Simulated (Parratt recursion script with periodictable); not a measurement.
**How fast does roughness lower the EUV peak of a Si/Y multilayer on Si?**

```
layer, from the top  thickness (Å)  density (g/cm³)  rms roughness of its top face (Å)  δ at 13.5 nm  β at 13.5 nm
-------------------  -------------  ---------------  ---------------------------------  ------------  ------------
Si (in each period)           51.1            2.313                             varied  9.927 × 10⁻⁴      0.001813
Y (in each period)            21.9            4.371                             varied       0.02576      0.002238
Si (substrate)                   –            2.313                                  3  9.927 × 10⁻⁴      0.001813
```

The refractive index is n = 1 − δ + iβ; the runs take δ and β at each wavelength of the scan. Vacuum lies above.

Densities are inputs, not measurements. They were set from computed cells of the Materials Project: Si from entry mp-149 (Fd-3m, 2.313 g/cm³); Y from entry mp-112 (P6₃/mmc, 4.371 g/cm³). A layer's crystal structure does not enter its constants, only its composition and density.

Simulated, not measured: EUV and soft X-ray reflectivity, Parratt recursion, Névot-Croce roughness, Henke tables (Parratt recursion script with periodictable 1.7.1).

Light falls at α = 20° from the surface normal. It is s-polarised. The wavelength is scanned from 12.42 to 14.58 nm in 161 evenly spaced points, without smoothing. The peak is the highest scan point; its wavelength and height come from a parabola through R at that point and its two neighbours.

The pair is repeated 100 times. The runs differ only in σ, the roughness on top of both layers of each period; the substrate's stays as listed.

```
σ (Å)  peak λ (nm)  peak R (%)
-----  -----------  ----------
0           13.586        52.7
3           13.586        51.5
6           13.585           ?
```

Estimate the peak reflectivity at σ = 6 Å from a line of ln R against σ², and compare with the factor exp[−(2πσ/D)²] for one weak reflection.

With R₀ = 52.7 % of the first row, ln(R/R₀) is 0.0000 at σ² = 0, −0.0230 at σ² = 9 Å². The line through them has slope −0.00256 Å⁻² and intercept 0.0000, which gives 48.1 % at σ² = 36 Å². For D = 73 Å, (2π/D)² = 0.00741 Å⁻², and that slope from the first row gives 40.4 %.

The run gave 47.7 %, so the line misses by 0.4 points. The fitted slope is 0.35 of (2π/D)² in size.
